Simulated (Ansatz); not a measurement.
**LaHg$_{2}$: stiffness from a series of strains**

```yaml
crystal:
  lattice:
    - [4.96000, 0.00000, 0.00000]
    - [-2.48000, 4.29549, 0.00000]
    - [0.00000, 0.00000, 3.65000]
  atoms:
    - { symbol: La, position: [0.00000, 0.00000, 0.00000] }
    - { symbol: Hg, position: [0.33333, 0.66667, 0.45000] }
    - { symbol: Hg, position: [0.66667, 0.33333, 0.55000] }
```

Atoms are numbered in the order listed.

The cell is COD entry 1538192, as deposited and not checked against the literature; nothing was relaxed.

Spin–orbit coupling is left out, though it moves levels of the heavy atoms by tenths of an eV or more.

Theory: Ansatz 0.2.0, DFT, PBEsol, all-electron LAPW, scalar-relativistic.

Settings: a Γ-centred 10×10×11 k mesh, Fermi–Dirac smearing of 0.03 eV, basis error target 0.5 meV/atom, no spin polarisation.

The strain is applied along the Cartesian axes of the cell as listed (the other components stay zero). Fractional coordinates are held (clamped ions).

σ is the change of stress from the unstrained cell, which is at -0.75 GPa; tension is positive, so slopes are stress–strain coefficients at that pressure. In a metal the k mesh adds noise.

Only quantities that a quadratic follows smoothly over the whole series are listed; rougher ones are left out.

```csv
εxx = εyy,σzz (GPa),σxx (GPa)
-0.0200,-1.79,-4.18
0.0000,0.00,0.00
0.0100,0.73,1.70
0.0200,1.38,3.18
```

Task: Fit the series and read off the stiffness at zero strain.

Result: Least-squares fits y = p0 + p1 x + p2 x² to the rows give σzz (GPa): p1 = 79.2, p2 = -500; σxx (GPa): p1 = 184, p2 = -1200. So C13 + C23 = 79 GPa and C11 + C12 = 184 GPa, for these axes.

Task: One run, at εxx = εyy = -0.0100, is withheld. Predict its row.

Result: The fits give -0.85, -1.97; the run gave -0.83, -1.96.
